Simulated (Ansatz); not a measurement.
**Rutile alloy of SnO2 and TiO2 (21 of 24 Sn sites exchanged), 72 atoms**

Ansatz, PAW, plane waves. PBEsol relaxation of cell lengths and atoms (angles held) at the single k point (¼, ¼, ¼) without its symmetry partners; single points on the relaxed atoms at the single k point (¼, ¼, ¼) without its symmetry partners, onto which points of the small cell's zone fold. Arrangement: random. No spin–orbit coupling unless named.

Relaxed structure:

```
Ti Sn O
1.0
     9.24262    0.00000    0.00000
     0.00000    9.24768    0.00000
     0.00000    0.00000    8.92479
Ti Sn O
21 3 48
Cartesian
  0.0409 9.2128 0.0474
  9.2262 9.2092 2.9960
  9.2247 0.1393 5.9783
  9.2313 4.6467 8.9100
  9.2096 4.6076 3.0271
  0.0153 4.6464 5.9728
  4.5386 0.0297 0.0637
  4.6777 0.1201 2.9380
  4.7175 4.5674 8.8852
  4.6453 4.5981 2.9646
  4.5127 4.6016 5.8891
  2.2286 2.3941 1.5048
  2.2768 2.3059 4.4343
  2.3132 2.3362 7.4899
  2.3997 6.8483 1.5475
  2.2509 7.0087 4.3801
  6.9803 2.2757 1.4752
  6.9729 2.3895 4.4962
  6.9219 2.3177 7.4761
  6.8963 6.9280 4.5262
  6.9079 6.9960 7.3782
  4.6322 0.0135 5.9371
  2.2850 6.9155 7.4391
  6.9320 6.9299 1.4850
  1.3915 1.4365 8.9211
  1.3973 1.4266 2.9640
  1.4045 1.4220 5.9395
  1.3708 5.9947 0.0874
  1.4073 6.0206 2.9643
  1.3544 6.0040 5.8545
  6.0327 1.4286 8.9181
  6.0340 1.4320 2.9680
  6.0787 1.4476 5.9398
  6.0181 5.9743 8.8453
  5.9961 5.9843 3.0402
  6.0281 6.0428 5.9491
  3.1944 3.2166 8.9245
  3.1833 3.2284 2.9641
  3.2102 3.1889 5.9431
  3.2182 7.8670 0.0798
  3.1913 7.8300 2.9675
  3.2088 7.8114 5.8632
  7.8341 3.2047 0.0056
  7.8350 3.2090 2.9626
  7.8251 3.2353 5.9389
  7.8760 7.8612 8.8481
  7.8842 7.8538 3.0439
  7.8054 7.8514 5.9387
  0.8860 3.7059 1.4888
  0.8864 3.7113 4.4522
  0.9011 3.7333 7.4227
  0.8829 8.3651 1.4827
  0.9014 8.3659 4.4580
  0.8653 8.4025 7.4192
  5.5208 3.7119 1.4876
  5.5144 3.7045 4.4565
  5.5252 3.6979 7.4229
  5.4967 8.3977 1.4867
  5.5565 8.3226 4.3525
  5.5335 8.3124 7.5213
  3.7177 0.9261 1.4926
  3.6841 0.9462 4.3713
  3.6708 0.9218 7.5053
  3.7408 5.5247 1.4817
  3.7061 5.4898 4.4631
  3.7348 5.4589 7.4253
  8.3187 0.8948 1.4857
  8.3465 0.9292 4.4547
  8.3407 0.9398 7.4177
  8.3618 5.4670 1.4932
  8.3267 5.5060 4.4366
  8.3635 5.5215 7.4389
```

Q: What are the mean bond lengths by pair (pairs within 1.2 times the sum of covalent radii, less contacts 15 % beyond the pair's median; cation–cation pairs of compounds aside; long ionic contacts are cut short by that bound)?

A: O–Sn 2.048 ± 0.008 Å (standard deviation, 18 bonds); O–Ti 1.961 ± 0.056 Å (standard deviation, 126 bonds).

Q: What gap lies between the top filled and the lowest empty level in the single points?

A: r²SCAN 2.68 eV (5 s on NVIDIA GB300). Away from Γ this isn't the crystal's band gap.
